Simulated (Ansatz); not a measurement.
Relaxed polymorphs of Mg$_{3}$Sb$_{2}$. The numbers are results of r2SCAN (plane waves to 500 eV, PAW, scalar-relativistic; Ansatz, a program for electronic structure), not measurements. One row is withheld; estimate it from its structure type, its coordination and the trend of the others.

```tsv
structure	coordination	E − E(first row) (eV/atom)	V (Å³/atom)	gap (eV, no SOC)
P-3m1, hP5	–	0.000	26.18	0.61
P4/mbm, tP10	–	0.29	25.01	0.00
P6/mmm, hP5	–	0.89	36.11	0.00
R-3m, hR5	–	0.248	29.87	0.42
R-3c, hR10, anti-corundum type	Sb 6, Mg 4	…	…	…
P2₁, mP10	–	0.053	26.55	0.14
```

Question: Fill in the missing entries.

Answer: 
- R-3c, hR10, anti-corundum type, E − E(first row) (eV/atom): 0.041
- R-3c, hR10, anti-corundum type, V (Å³/atom): 27.54
- R-3c, hR10, anti-corundum type, gap (eV, no SOC): 0.39

The withheld cell: R-3c, hexagonal axes (No. 167), hR10, anti-corundum type; a = 7.3612 Å, b = 7.3612 Å, c = 17.6087 Å, α = 90.00°, β = 90.00°, γ = 120.00°; Sb 12c (0.000, 0.000, 0.125); Mg 18e (0.265, 0.265, 0.750). Coordination numbers (neighbours up to the widest gap in distance over summed covalent radii, below 1.35; n+m marks a second, longer set; metal–metal contacts left out).

Probably no minimum, since a slightly shaken restart fell lower: P4/mbm, tP10 (by 0.24 eV/atom, to P2₁). Each run could gain symmetry but not lose that of its start, so entries can be saddle points. From databases, or of a type measured for this composition: P-3m1, hP5; the others are generated cells (placed on structure types, drawn at random, substituted or restacked) that were not matched to a known phase here. Static energies at zero pressure. Each cell has its own k-point mesh; energy differences are given only to the digits this allows. No spin polarisation in the result. Without spin-orbit coupling the bands of the heavy element are not split, so the gap can be far off. Gaps of cells over 8 atoms come from the SCF mesh and high-symmetry points alone.
